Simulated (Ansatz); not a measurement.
With PBE+D3(BJ) in the plane-wave PAW code Ansatz, Cl in the molecular I2 type structure (Cmce) relaxes to a = 6.591 Å, b = 4.072 Å, c = 8.091 Å.

The Kohn–Sham gap is 2.19 eV (direct). The valence maximum lies at Γ and the conduction minimum at Γ.

The PBE+D3(BJ) relaxation kept the symmetry of its start. The substance is a gas or liquid at ambient conditions; this is its low-temperature solid.

Potentials: the later of the program's two PAW sets.
